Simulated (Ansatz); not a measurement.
TeW (CsCl type, space group No. 221) at seven volumes, r²SCAN in the plane-wave PAW code Ansatz, scaled uniformly. One row is withheld.

| V (Å³/atom) | P (GPa) |
|---|---|
| 16.628 | 21.97 |
| 17.177 | 13.29 |
| 17.725 | 6.05 |
| 18.273 | 0.00 |
| 18.821 | ? |
| 19.369 | -9.36 |
| 19.917 | -12.99 |

### Question
Fit the shown pressures and predict the withheld one.

### Answer
P = (3/2)B₀(x^(7/2) − x^(5/2))[1 + (3/4)(B′ − 4)(x − 1)] with x = (V₀/V)^(2/3). Least squares on the six rows gives V₀ = 18.272 Å³/atom, B₀ = 185 GPa, B′ = 4.84. At V = 18.821, x = 0.9805 and P = -5.10 GPa. The run itself gave -5.07 GPa.

Space group Pm-3m (CsCl type). A made-up cell: these elements were put on the sites of a structure type; neither database checked (COD, Materials Project) lists it. Whether it is the stable phase at ambient conditions was not checked. Symmetry was held in the r²SCAN relaxation; its stability against distortions is not shown here. The run is not spin-polarised. Scalar-relativistic: spin–orbit coupling is off unless named, which matters more the heavier the elements.

Potentials: the earlier of the program's two PAW sets.
